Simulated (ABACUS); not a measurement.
Set-up for a self-consistent single point of Se (R-3, 6 atoms in the cell; from Materials Project mp-147, changed as shown).

```xyz
6
Lattice="5.7093 3.2963 1.6286 -5.7093 3.2963 1.6286 0.0000 -6.5925 1.6286" Properties=species:S:1:pos:R:3 pbc="T T T"
Se     0.7036     4.5805     2.7161
Se    -0.7036    -4.5805     2.1696
Se    -4.3186    -1.6809     2.7161
Se     4.3186     1.6809     2.1696
Se     3.6150    -2.8995     2.7161
Se    -3.6150     2.8995     2.1696
```

All values come from this method and carry its errors: PBEsol, PseudoDojo 0.4 standard norm-conserving PBEsol (tails mended) pseudopotentials (plane waves; ABACUS).

ABACUS settings:

```
setting                                                                  value
---------------  -------------------------------------------------------------
KPT                                                             MP 3 3 3 0 0 0
basis_type                                                                  pw
ecutwfc                                                                  86 Ry
smearing_method                                                          fixed
potentials       PseudoDojo 0.4 standard norm-conserving PBEsol (tails mended)
symmetry                                                                     1
ks_solver                                                                   cg
scf_nmax                                                                   100
scf_thr                                                             1.0e-09 Ry
mixing_type                                                            broyden
mixing_beta                                                                0.7
```

Question: Estimate, at this level of theory: pressure and largest force (vector length).

Answer: The run gave:

Pressure: -2.02 GPa
Largest force (vector length): 0.164 eV/Å

For comparison: a first run was changed to give this one (volume scaled by 1.01), and from it to this one the free energy rises by 3.4 meV/atom, the pressure goes from -1.60 to -2.02 GPa and the largest force goes from 0.111 to 0.164 eV/Å.

The structure comes from a collection of computed structures, made at another level of theory; the collection holds predicted forms beside known ones. Its lattice was then scaled.

Cost on one core: about 4 core-minutes (a rough figure).

“Tails mended”: in these copies of the files the far tail of each local potential was reset to the Coulomb form.
